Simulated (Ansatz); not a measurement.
The geometry is COD entry 9017802, unchecked; take it as a test cell. The listed cell was then made from it by scaling, straining or moving an atom.

Li: DFT, LDA, PAW with Ansatz's default frozen-core files, scalar-relativistic (Ansatz 0.2.0). What sets it apart from a plain run of this crystal: volume scaled by 0.96.

Command: `ansatz run input.yaml --threads 1 --pin off --max-ram 4096MiB --backend cpu --events-out ev --progress --plain --runs-dir out` The run took 5.1 s on 1 thread of Arm Neoverse V1, with other jobs on the host, peak memory 0.36 GiB.

```yaml
crystal:
  lattice:
    - [1.5295437082, 0.8830824716, 7.4857428335]
    - [-1.5295437082, 0.8830824716, 7.4857428335]
    - [0.0, -1.7661649434, 7.4857428335]
  atoms:
    - { symbol: Li, position: [0.0, 0.0, 0.0] }
    - { symbol: Li, position: [0.222, 0.222, 0.222] }
    - { symbol: Li, position: [0.778, 0.778, 0.778] }
kpoints:
  mp_grid: { grid: [12, 12, 12] }
scf:
  occupations: { method: fermi_dirac, width: 0.08 }
hamiltonian:
  xc: lda
  pseudopotentials: { kind: paw }
output:
  forces: true
  stress: true
  eigenvalues: true
  efg: { contact_densities: true }
```

Output:

```
basis.fft_grid_basis auto: the FFT boxes are laid along the combinations [[1, 0, -1], [0, 1, -1], [0, 0, 1]] of the cell's own vectors, 3.059, 3.059 and 7.691 Å long. The dense box has 24×24×54 points. Along the cell's own vectors, as sized, it would have 54×54×54, 5.06 times as many. Of the 12 symmetry operations that the crystal satisfies within crystal.symmetry.tolerance (time reversal apart; of a slab, those that keep its plane) the dense box along the cell's own vectors carries 12, and the one as laid loses 8 of those. basis.fft_grid_basis: typed keeps the cell's own vectors: state it where this run's energies or levels are differenced outside the engine with another run's, or held beside a run that keeps those vectors.
Engine: ansatz 0.2.0
Pseudopotentials: kind: paw
Pseudopotential: Li, paw, valence charge 3, recommended cutoff 420 eV (normal)
Functional definition: SPW92
  exchange = slater_x
  correlation = pw_c
Crystal: 3 atoms, lattice volume = 60.667 Å³
Basis set: ecut = 420 eV, 1165 PW (Γ), FFT grids on a1−a3, a2−a3, a3
Bands: 9, of which v1, the nominal top of the filled ones, is band 5 counted from 1 (4 counted from 0)
Symmetry: 12 space group operations
Space group: R-3m (ITA 166), of the structure as read, at distance tolerance 3.9e-5 Å
k-points: 189 of 1728
Non-local potential: Li, projectors of the file, l = 0: 3, l = 1: 2, l = 2: 1
PAW form: soft (Blöchl's): semilocal exchange-correlation on the pseudo side does not see the compensation charge
PAW one-centre angular grid: Li, 110 points (default); XC on 64 Gauss nodes
Initial density: superposition of atomic densities (neutral atoms: chi_scale 0, normalization atom), corrected by the library's trained network
Initial wavefunctions: pseudopotential atomic-orbital guess
Functional: x = slater, c = lda
SCF iter   1: F=—  HF=-604.946539 eV  |F-HF|=—  |Δ(HF+E_count)|=         —  Δρ=4.44e-3  dr2=3.24e-3  ethr=1.77e-3  ⟨swp⟩=3.9  Hψ=9573  notcnv=0
preconditioner: auto → none  [metal: Δε(μ)=0.022 eV  Ē_g=5.318 eV  σ=0.080 eV  W_gap=0.07  n_scr=4 (ndim 8)  ℏωp=8.3 eV  f_vac=0.000  D(μ)=1.40/eV (n_scr^D=4)  sad-step TF]
SCF iter   2: F=—  HF=-604.935385 eV  |F-HF|=—  |Δ(HF+E_count)|=   1.12e-2  Δρ=1.97e-3  dr2=6.74e-4  ethr=3.60e-5  ⟨swp⟩=2.2  Hψ=4351  notcnv=0
SCF iter   3: F=—  HF=-604.933403 eV  |F-HF|=—  |Δ(HF+E_count)|=   1.98e-3  Δρ=1.41e-4  dr2=8.80e-6  ethr=7.49e-6  ⟨swp⟩=2.0  Hψ=2580  notcnv=0
SCF iter   4: F=—  HF=-604.933423 eV  |F-HF|=—  |Δ(HF+E_count)|=   2.03e-5  Δρ=1.12e-4  dr2=9.47e-5  ethr=9.78e-8  ⟨swp⟩=1.9  Hψ=2052  notcnv=0
SCF iter   5: F=—  HF=-604.933409 eV  |F-HF|=—  |Δ(HF+E_count)|=   1.38e-5  Δρ=6.48e-6  dr2=2.08e-7  ethr=9.78e-8  ⟨swp⟩=1.4  Hψ=1808  notcnv=0
SCF iter   6: F=-604.933409 eV  HF=-604.933409 eV  |F-HF|=2.11e-10  |Δ(HF+E_count)|=   1.89e-8  Δρ=5.33e-7  dr2=3.74e-10  ethr=1.11e-9  ⟨swp⟩=3.1  Hψ=4470  notcnv=0
SCF 1 converged in 6 iterations: F = -604.933409 eV  dr2 = 3.74e-10
  greatest PAW one-centre occupation: 1.000 electrons in one spin orbital (limit 2), on the Li atom at site 2 (counted from 0), in its partial waves of l = 0
SCF converged after 6 iterations
Free energy (F): -604.933409 eV
Harris-Foulkes:  -604.933409 eV  (|F-HF|=2.11e-10)
Internal energy: -604.903748 eV  (E = F + TS)
E sigma→0 (E₀):  -604.918579 eV
Entropy (-TS):   -0.029661 eV (-9.887 meV/atom)
Fermi energy:    0.891414 eV
--- Per-component energies (eV) ---
  E_band       = -269.376029
  E_kinetic    = 63.503307
  E_local      = -395.122752  (includes V_loc(G=0)·N_el)
  E_nonlocal   = -99.270287
  E_hartree    = 116.957088
  E_xc         = -29.499239
  E_vxc        = -38.439952  (∫ρ·V_xc dr)
  E_paw        = -55.393034  (= ΣΔE_a)
  E_vpaw       = -33.960335  (= ΣTr[D̂ρ^β])
  E_aug_tail   = 0.000028  (compensation charges beyond the density's cutoff)
  E_ewald      = -206.078859
  E_smearing   = -0.029661  (= −TS)
  E_closure    = 0.000000  (closes the sum)
  Σ components = -604.933409   (vs F -604.933409, Δ=0.00e0)
--- Forces (eV/Å), atoms counted from 1 ---
  atom   1  Li     0.00000000    -0.00000000     0.00000000
  atom   2  Li     0.00000000    -0.00000000     0.00917301
  atom   3  Li     0.00000000     0.00000000    -0.00917301
  max |Σ_I F_I| component: 1.16e-18 eV/Å
--- Stress (GPa, compression-positive) ---
       -0.800352       0.000000       0.000000
        0.000000      -0.800352       0.000000
       -0.000000       0.000000      -0.984997
  P = ⅓ Tr σ = -0.8619 GPa (-8.619 kbar)
--- PAW observables at the nuclei: V_zz in 10²¹ V/m², potentials from the cell's mean, atoms counted from 1 ---
  atom   1  Li V_zz =    +0.004022   η = 0.0000   by run symmetry: allowed
            electrostatic potential = -160.069485 V   contact ρ = 91.659166 e/Å³
  atom   2  Li V_zz =    +0.005839   η = 0.0000   by run symmetry: allowed
            electrostatic potential = -160.081207 V   contact ρ = 91.661798 e/Å³
  atom   3  Li V_zz =    +0.005839   η = 0.0000   by run symmetry: allowed
            electrostatic potential = -160.081207 V   contact ρ = 91.661798 e/Å³
--- Band table (eV; the first three rows and the last of 189) ---
  k-point 0: bands = ["-44.6935", "-44.6786", "-44.6734", "-2.5965", "-0.6644", "-0.6642", "6.5916", "6.6193", "13.5270"]
  k-point 1: bands = ["-44.6924", "-44.6779", "-44.6726", "-2.4864", "-0.6500", "-0.4421", "6.4317", "6.9016", "12.3228"]
  k-point 2: bands = ["-44.6891", "-44.6758", "-44.6706", "-2.1556", "-0.4064", "0.0181", "6.3371", "7.3029", "10.3152"]
  k-point 188: bands = ["-44.6911", "-44.6839", "-44.6705", "-2.1089", "-2.1051", "0.8904", "3.8747", "11.3518", "11.4015"]
```
